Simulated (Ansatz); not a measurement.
**Is this Al2Ga3P5 structure stable?**

The cell was found from a structure generator's guess, not taken from experiment.

Level of theory: DFT PBE, scalar-relativistic, plane waves, PAW (Ansatz). The final run on the 10-atom cell used 420 eV, a Γ-centred 10×10×10 mesh, 0.02 eV smearing and no spin polarisation.

```
Al Ga P
1.0
    -1.94702    1.94702   13.76704
     1.94702   -1.94702   13.76704
     1.94702    1.94702  -13.76704
Al Ga P
2 3 5
Direct
  0.70000 0.70000 0.00000
  0.30000 0.30000 0.00000
  0.90001 0.90001 0.00000
  0.50000 0.50000 0.00000
  0.09999 0.09999 0.00000
  0.54998 0.04998 0.50000
  0.15021 0.65021 0.50000
  0.75000 0.25000 0.50000
  0.34979 0.84979 0.50000
  0.95002 0.45002 0.50000
```

Energies over the elements count from the elements' standard structures at the same level, with no fitted energy shifts. The references include black phosphorus.

Question: These tests were run: energy against the elements; random kick, then relaxation without symmetry; elastic tensor. What do they show?

Answer:

```tsv
test	result
energy against the elements	−0.512 eV/atom
random kick, then relaxation without symmetry	returns
elastic tensor	least eigenvalue 35 GPa
```

It fails none of these tests. Whether a mixture of other phases lies lower isn't tested here. Phonons away from Γ weren't computed.

The reference form of P is held partly by dispersion forces, which this level lacks. The kick test ran on a coarse mesh. The run for the elastic tensor used a 10×10×10 k mesh.
